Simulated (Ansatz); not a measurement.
NaCl (NiAs type, P6_3/mmc), plane-wave PAW PBEsol (Ansatz code), all energies at zero smearing, with the estimated change up to a 700 eV cutoff added, with one set of potentials and settings (totals compare only within such a set). Cell of 4 atoms (2 Na, 2 Cl): -5080.349 eV.

```json
[
 {"element": "Na", "reference phase": "P6_3/mmc, 2 atoms in the cell", "E (eV/atom)": "-1475.8697"},
 {"element": "Cl", "reference phase": "Cmce, 4 atoms in the cell", "E (eV/atom)": "-1060.8120"}
]
```

Formation energy per atom, worked out: (-5080.349 − 2×(-1475.8697) − 2×(-1060.8120))/4 = -1.746 eV/atom (-168 kJ per mol of atoms), at 0 K, without zero-point energy or fitted corrections.

The workflow started from a Materials Project entry (that database holds measured and hypothetical structures alike); the Crystallography Open Database copy checked does not list it. It is not the phase usual at ambient conditions (space group No. 225). The PBEsol relaxation kept the symmetry of its start; phonons on a q-mesh show no instability. The references are the lowest solids computed at this level, not always the standard phases (solids in place of the gases).

Potentials: the later of the program's two PAW sets.
